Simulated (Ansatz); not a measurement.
## Ge2Sb2Te5: an elastic constant from a strain scan

Theory: Ansatz, DFT PBEsol, scalar-relativistic, plane waves, PAW. Settings: plane waves to 420 eV, k-mesh 12×12×4 (Γ-centred), Gaussian smearing 0.15 eV. No spin polarisation. Energies are free energies at this smearing, counted from the undisturbed cell; pressure is positive in compression.

Zero of the scan (relaxed at this level; it needn't be the usual structure):

```xyz
9
Lattice="4.2017 0.0000 0.0000 -2.1009 3.6388 0.0000 0.0000 0.0000 17.1061" Properties=species:S:1:pos:R:3 pbc="T T T"
Ge    0.0000    0.0000    5.7837
Ge    0.0000    0.0000   11.3224
Sb    0.0000    2.4259    1.9962
Sb    2.1009    1.2129   15.1099
Te    0.0000    0.0000    0.0000
Te    0.0000    2.4259   13.3608
Te    2.1009    1.2129    3.7452
Te    0.0000    2.4259    7.1962
Te    2.1009    1.2129    9.9099
```

The cell is strained by ε times the Voigt pattern (0, 1, 0, 0, 0, 0) (xx, yy, zz, yz, xz, xy; engineering shear) with fractional coordinates fixed. The cell holds 9 atoms in V0 = 261.54 Å³. The stress column is τ = (1/V0) dE/dε, got from the stress tensor σ (compression positive) at each point as −det(1 + εP) σ : P(1 + εP)⁻¹, with P the pattern as a tensor.

| ε | ΔE (meV/atom) | τ (GPa) |
| --- | --- | --- |
| -0.0200 | ? | ? |
| -0.0100 | 0.856 | -0.953 |
| 0.0000 | 0.000 | -0.004 |
| 0.0050 | 0.200 | 0.443 |
| 0.0150 | 1.783 | 1.294 |

Task: Which combination of elastic constants does this scan measure, and how large is it?

Result: For small ε, τ = τ0 + Kε with K = pᵀCp, which for this pattern is C22 in the Cartesian frame shown. The parabola through τ at ε = -0.0100, 0 and 0.0050 has slope K = 91 GPa at zero. The energies per cell, E = NΔE, of the same two points give K = 2[E(ε₊)/ε₊ − E(ε₋)/ε₋]/[(ε₊ − ε₋)V0] = 92 GPa, in agreement. These are clamped-ion values.

Task: Predict the withheld row at ε = -0.0200 from the harmonic law, and compare.

Result: ΔE = V0(τ0 ε + Kε²/2)/N = 3.322 meV/atom and τ = -1.83 GPa. The calculation gives 3.515 meV/atom and -1.99 GPa: the energy lies 6 % above the harmonic value, as bonds stiffen under compression.

Forces appear on the atoms along this scan, and letting them relax would lower the energy and soften the response. In a metal these slopes depend on the k mesh and the smearing.